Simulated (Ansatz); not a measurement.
The cell comes from COD entry 1010284, which wasn't checked; take it as a given geometry. It is an old determination, and later ones may differ.

An input for NaHF2 and the output that it gave: DFT, LDA, all-electron LAPW, scalar-relativistic (Ansatz 0.2.0).

Command: `ansatz run input.yaml --threads 1 --pin off --max-ram 4096MiB --backend cpu --events-out ev --progress --plain --runs-dir out` The run took 110 s on 1 thread of Arm Neoverse V1 (shared host), peak memory 0.86 GiB.

```yaml
crystal:
  lattice:
    - [1.7284452171, 0.9979183114, 4.6388706988]
    - [-1.7284452171, 0.9979183114, 4.6388706988]
    - [0.0, -1.9958366228, 4.6388706988]
  atoms:
    - { symbol: Na, position: [0.0, 0.0, 0.0] }
    - { symbol: H, position: [0.5, 0.5, 0.5] }
    - { symbol: F, position: [0.41, 0.41, 0.41] }
    - { symbol: F, position: [0.59, 0.59, 0.59] }
kpoints:
  mp_grid: { grid: [10, 10, 10] }
  band_path:
    path:
      - [0.0, 0.0, 0.0]
      - [0.5, 0.5, 0.5]
      - [0.8024819821, 0.1975180179, 0.5]
      - [0.5, -0.1975180179, 0.1975180179]
      - [0.5, 0.0, 0.0]
      - [0.0, 0.0, 0.0]
      - [0.3487590089, -0.3487590089, 0.0]
      - [0.6512409911, 0.0, 0.3487590089]
      - [0.5, 0.0, 0.5]
    npoints: 14
scf:
  occupations: { method: fermi_dirac, width: 0.02 }
hamiltonian:
  xc: lda
  pseudopotentials: { kind: all_electron, lapw: { basis_error: 0.001 } }
output:
  forces: true
  stress: true
  eigenvalues: true
  fatbands: true
  populations: true
  dos: { projected: true, de: 0.2, e_range: [-14, 8] }
```

The log:

```
Na: projections on atomic orbitals take those of the free atom 1s2 2s2 2p6 3s1, of charge +0.00 (hamiltonian.pseudopotentials.projection_atoms)
H: projections on atomic orbitals take those of the free atom 1s1, of charge +0.00 (hamiltonian.pseudopotentials.projection_atoms)
F: projections on atomic orbitals take those of the free atom 1s2 2s2 2p5, of charge +0.00 (hamiltonian.pseudopotentials.projection_atoms)
LAPW: plane waves up to 11.917 Å⁻¹, error target 1.0e-3 eV per atom; small_component_spin mean_spin; H in spheres of 0.441 Å, 1 of its electrons in bands, Dirac shells []; F in spheres of 0.811 Å, 9 of its electrons in bands, Dirac shells []; Na in spheres of 0.838 Å, 9 of its electrons in bands, Dirac shells []
Engine: ansatz 0.2.0
Pseudopotentials: kind: all_electron
Pseudopotential: Na, LAPW, valence charge 9, Koelling and Harmon's equation, gaussian nucleus
Pseudopotential: H, LAPW, valence charge 1, Koelling and Harmon's equation, gaussian nucleus
Pseudopotential: F, LAPW, valence charge 9, Koelling and Harmon's equation, gaussian nucleus
Functional definition: SPW92
  exchange = slater_x
  correlation = pw_c
Crystal: 4 atoms, lattice volume = 48.008 Å³
Basis set: ecut = 541.1001642561347 eV, 1391 PW (Γ), FFT grids on a1−a3, a2−a3, a3, exchange–correlation at level 2
Bands: 18, of which v1, the nominal top of the filled ones, is band 14 counted from 1 (13 counted from 0)
Symmetry: 12 space group operations
Space group: R-3m (ITA 166), of the structure as read, at distance tolerance 3.6e-5 Å
k-points: 116 of 1000
Non-local potential: Na, projectors of the file, none
Non-local potential: H, projectors of the file, none
Non-local potential: F, projectors of the file, none
Initial density: superposition of atomic densities (chi_scale 0.1, normalization cell, long waves kept (reshape's long-wave potential 0.09 eV rms))
Initial wavefunctions: plane waves of lowest kinetic energy (no species holds an atomic orbital)
Functional: x = slater, c = lda
iter 1 solved again at ethr=9.15e-3 eV; its pass at ethr=1.00e-1 eV (dr2=2.56e0 eV) is discarded
SCF iter   1: F=—  HF=-9828.963354 eV  |F-HF|=—  |Δ(HF+E_count)|=         —  Δρ=6.75e-2  dr2=2.56e0  ethr=9.15e-3  ⟨swp⟩=2.0  Hψ=13718  notcnv=0
preconditioner: auto → none  [insulator: Δε(μ)=8.267 eV  Ē_g=22.482 eV  σ=0.020 eV  W_gap=1.00  n_scr=14 (ndim 8)  ℏωp=25.1 eV  f_vac=0.105  D(μ)=0.00/eV (n_scr^D=0)  ε∞_Penn≈2.3]
iter 2 solved again at ethr=3.45e-4 eV; its pass at ethr=9.13e-3 eV (dr2=9.67e-2 eV) is discarded
SCF iter   2: F=—  HF=-9827.895253 eV  |F-HF|=—  |Δ(HF+E_count)|=    1.07e0  Δρ=2.16e-2  dr2=9.69e-2  ethr=3.45e-4  ⟨swp⟩=2.0  Hψ=11756  notcnv=0  defer=1
SCF iter   3: F=—  HF=-9827.678059 eV  |F-HF|=—  |Δ(HF+E_count)|=   2.17e-1  Δρ=9.41e-3  dr2=5.37e-2  ethr=3.45e-4  ⟨swp⟩=3.0  Hψ=7398  notcnv=0
SCF iter   4: F=—  HF=-9827.665744 eV  |F-HF|=—  |Δ(HF+E_count)|=         —  Δρ=9.64e-4  dr2=2.52e-4  ethr=1.92e-4  ⟨swp⟩=2.0  Hψ=6265  notcnv=0
the basis was enlarged: its passes take 75.0 KiB over the memory plan, 1 of 1 planned eigensolver slots
SCF iter   5: F=—  HF=-9827.665691 eV  |F-HF|=—  |Δ(HF+E_count)|=   5.31e-5  Δρ=2.93e-4  dr2=1.86e-5  ethr=9.00e-7  ⟨swp⟩=3.0  Hψ=6387  notcnv=0
SCF iter   6: F=—  HF=-9827.665694 eV  |F-HF|=—  |Δ(HF+E_count)|=   2.81e-6  Δρ=6.31e-5  dr2=2.47e-6  ethr=6.63e-8  ⟨swp⟩=2.9  Hψ=6137  notcnv=0
SCF iter   7: F=—  HF=-9827.665693 eV  |F-HF|=—  |Δ(HF+E_count)|=   1.27e-6  Δρ=2.21e-5  dr2=3.13e-7  ethr=8.81e-9  ⟨swp⟩=2.0  Hψ=5813  notcnv=0
SCF iter   8: F=-9827.665693 eV  HF=-9827.665693 eV  |F-HF|=2.46e-10  |Δ(HF+E_count)|=   1.50e-7  Δρ=8.73e-7  dr2=2.13e-10  ethr=1.12e-9  ⟨swp⟩=3.0  Hψ=6168  notcnv=0
SCF 1 converged in 8 iterations: F = -9827.665693 eV  dr2 = 2.13e-10
NSCF: frozen V_eff on 113 k-points
SCF converged after 8 iterations
Free energy (F): -9827.665693 eV
Harris-Foulkes:  -9827.665693 eV  (|F-HF|=2.46e-10)
Internal energy: -9827.665693 eV  (E = F + TS)
E sigma→0 (E₀):  -9827.665693 eV
Fermi energy:    0.968495 eV
--- Per-component energies (eV) ---
  E_band       = -2939.017408
  E_kinetic    = 9804.113107
  E_xc         = -915.635360
  E_electrostatic = -18716.143440  (all electrons and nuclei)
  E_smearing   = -0.000000  (= −TS)
  E_closure    = 0.000000  (closes the sum)
  E_atoms      = -9809.132110  (free atoms, spherical and without spin; not in F)
  Σ components = -9827.665693   (vs F -9827.665693, Δ=0.00e0)
  Basis errors (estimates in eV, not in F): energy 5.2e-4 per atom: plane waves 4.9e-4 (3.0e-4 summed), levels above the bands 2.8e-249, relativity 8.5e-9, radial functions 3.0e-5, core shells 2.1e-7; eigenvalues (radial functions only) 2.4e-4; not estimated: angular momenta, meshes, grids; target (lapw.basis_error) 1.0e-3; muffin-tin radii H 0.441 Å, F 0.811 Å, Na 0.838 Å
--- Forces (eV/Å), atoms counted from 1 ---
  atom   1  Na     0.00000000     0.00000000     0.00000000
  atom   2  H      0.00000000     0.00000000    -0.00000000
  atom   3  F      0.00000000     0.00000000     2.17187415
  atom   4  F     -0.00000000    -0.00000000    -2.17187415
  max |Σ_I F_I| component: 4.63e-18 eV/Å
--- Stress (GPa, compression-positive) ---
       -1.373753       0.000000      -0.000000
        0.000000      -1.373753       0.000000
       -0.000000      -0.000000     -18.186281
  P = ⅓ Tr σ = -6.9779 GPa (-69.779 kbar)
--- Band table (eV; the first three rows and the last of 116) ---
  k-point 0: bands = ["-648.7382", "-648.7382", "-47.7946", "-21.8648", "-21.2809", "-20.2794", "-20.2794", "-20.0053", "-6.6088", "-2.5591", "-2.5591", "-2.5358", "-2.5358", "-2.5276", "4.1143", "10.5839", "11.8346", "13.1207"]
  k-point 1: bands = ["-648.7382", "-648.7382", "-47.7940", "-21.8764", "-21.2608", "-20.2815", "-20.2599", "-20.0279", "-6.5706", "-2.7516", "-2.6066", "-2.5682", "-2.5515", "-2.4481", "4.3781", "10.7057", "11.9157", "12.9652"]
  k-point 2: bands = ["-648.7382", "-648.7382", "-47.7926", "-21.9052", "-21.2042", "-20.2869", "-20.2148", "-20.0865", "-6.4689", "-3.0914", "-2.7260", "-2.5951", "-2.5889", "-2.4384", "5.0803", "10.9930", "11.9920", "12.6523"]
  k-point 115: bands = ["-648.7382", "-648.7382", "-47.7946", "-21.8425", "-21.2195", "-20.2794", "-20.2794", "-20.1289", "-5.9321", "-3.5555", "-2.8468", "-2.8468", "-2.2312", "-2.2312", "5.8547", "7.5618", "11.4322", "16.8288"]
--- Löwdin populations: 4 sites ---
  site symbol       q [e]
     0     Na     10.2121
     1      H      0.5764
     2      F      9.5654
     3      F      9.5654
  spilling = 0.002685 (of n_electrons = 30.000000)
```
